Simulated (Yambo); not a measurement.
A G0W0@LDA run in Yambo for AgI (zinc blende, space group F-43m, No. 216) (4×4×4 Γ-centred k mesh, bands 5 to 129 and a 8 Ry block in the screening, 129 bands in G with the Bruneval-Gonze terminator, plasmon pole fitted at 27.2 eV) gives these matrix elements, in eV, at the band edges (Γ → Γ):

```json
[
 {"state": "valence edge", "E0": "0.000", "<Vxc>": "-17.255", "<Σx>": "-20.645", "<Σc(E0)>": "2.371", "Z": "0.796"},
 {"state": "conduction edge", "E0": "1.054", "<Vxc>": "-9.856", "<Σx>": "-5.577", "<Σc(E0)>": "-3.673", "Z": "0.823"}
]
```

Problem. Solve the linearised quasiparticle equation for both states, give the gap, and say how exchange and correlation each act on it.

Solution. E = E0 + Z(Σx + Σc − Vxc). Valence: 0.000 + 0.796 × (-20.645 + (2.371) − (-17.255)) = -0.81 eV. Conduction: 1.054 + 0.823 × (-5.577 + (-3.673) − (-9.856)) = 1.55 eV. The gap is 2.36 eV, against 1.05 eV in LDA. Replacing Vxc by bare exchange alone would open it by 7.67 eV; correlation takes back 6.04 eV of that, and Z scales what is left. Nearest settings tried, and what they do to the gap: 81 bands in W, 81 bands in G: +3 meV; 3 Ry block (51 vectors against 181): -91 meV. Not varied: mesh. So the settings aren't converged at that level. Spin-orbit coupling is left out, which matters for elements this heavy: edges can move by tenths of an eV.

Geometry relaxed with LDA; primitive cell a = 4.486 Å, b = 4.486 Å, c = 4.486 Å, α = 60.00°, β = 60.00°, γ = 60.00°.
